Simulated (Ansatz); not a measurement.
Trial structure of Sm2Si, not yet relaxed:

```cif
data_structure
_symmetry_space_group_name_H-M 'P 1'
_symmetry_Int_Tables_number 1
_cell_length_a 4.5693
_cell_length_b 4.5693
_cell_length_c 3.9927
_cell_angle_alpha 90.000
_cell_angle_beta 90.000
_cell_angle_gamma 90.000
_cell_volume 83.36
loop_
_atom_site_label
_atom_site_type_symbol
_atom_site_fract_x
_atom_site_fract_y
_atom_site_fract_z
_atom_site_occupancy
Sm1 Sm 0.00000 0.50000 0.00000 1
Sm2 Sm 0.50000 0.00000 0.00000 1
Si1 Si 0.00000 0.00000 0.00000 1
```

These are results of DFT PBE, scalar-relativistic, plane waves, PAW, and for the lanthanide a 4f-in-core norm-conserving potential, in Ansatz, not measurements. Settings: cutoff 690 eV, Γ-centred mesh 4×4×4 on the computed 3-atom cell, Gaussian smearing of 0.10 eV; no spin polarisation.

Energies over the elements count from the elements' standard structures at the same level, with no fitted energy shifts.

Problem. How far from equilibrium is it?

Solution. The pressure is 34.2 GPa (the mean over three directions, positive in compression), the largest force is 0.00 eV/Å (symmetry fixes the atoms), and the energy is +2.23 eV/atom against the elements. The shortest distance is 2.28 Å.

Problem. How much does it gain on relaxing, and where does it end?

Solution. Relaxing gains about 1.8 eV/atom (the start's value is from the coarse mesh, so the gain is rough) in 18 ionic steps and ends at +0.41 eV/atom on the finer mesh. The symmetry stays P4/mmm (No. 123). The volume per atom grows by 25.3 %, from 27.8 to 34.8 Å³. The shortest distance goes from 2.28 Å (Sm–Si) to 2.84 Å (Sm–Si). The ratio c/a of the conventional cell changes by a factor of 0.65. Conventional cell: a = 5.673 Å, c = 3.246 Å. Sm has 2 Si at 2.84 Å, 2 Sm at 3.25 Å and 4 Sm at 4.01 Å; around Si lie 4 Sm at 2.84 Å and 2 Si at 3.25 Å.

The last run used an 8×8×14 mesh (in the run's order of axes) for its 3-atom cell and Gaussian smearing of 0.10 eV. The relaxation can't lower the symmetry of the start. A structure relaxed within its symmetry needn't be a true minimum. Another cell of Sm2Si relaxed alike, in Fm-3m, lies 0.86 eV/atom lower, so this cell isn't the stable form at this level.

The lanthanide is trivalent by construction, without f bands, f moments or other valences. The reference runs of the other elements, and any phases without the lanthanide, used 420 eV, which shifts energies against them by under 10 meV/atom. The lanthanide's reference is the lowest of its hcp, dhcp and fcc cells.
